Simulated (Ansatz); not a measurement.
TiZn2:
```
CELL_PARAMETERS angstrom
      5.00857     0.00000     0.00000
     -2.50428     4.33755     0.00000
      0.00000     0.00000     8.08511
ATOMIC_POSITIONS crystal
  Zn 0.00000 0.00000 0.00000
  Zn 0.00000 0.00000 0.50000
  Zn 0.82801 0.65602 0.25000
  Zn 0.17199 0.82801 0.75000
  Zn 0.34398 0.17199 0.25000
  Zn 0.17199 0.34398 0.75000
  Zn 0.82801 0.17199 0.25000
  Zn 0.65602 0.82801 0.75000
  Ti 0.33333 0.66667 0.06651
  Ti 0.66667 0.33333 0.56651
  Ti 0.33333 0.66667 0.43349
  Ti 0.66667 0.33333 0.93349
```

This is the r²SCAN-relaxed structure.

Q: All from plane-wave PAW r²SCAN (Ansatz code), unless another level is named. Give the density of states at the Fermi level.

A: 1.2 states/eV per atom (mean over ±0.08 eV).

Q: Next, the formation energy from the elements (no fitted shifts)?

A: -0.21 eV/atom.

Space group P6_3/mmc. The workflow started from an entry of the Crystallography Open Database (COD). Its standing as an ambient phase is unchecked. The r²SCAN relaxation kept the symmetry of its start; its stability against distortions is not shown here. The run is not spin-polarised. The references are the lowest solids computed at this level, not always the standard phases.

Potentials: the later of the program's two PAW sets.
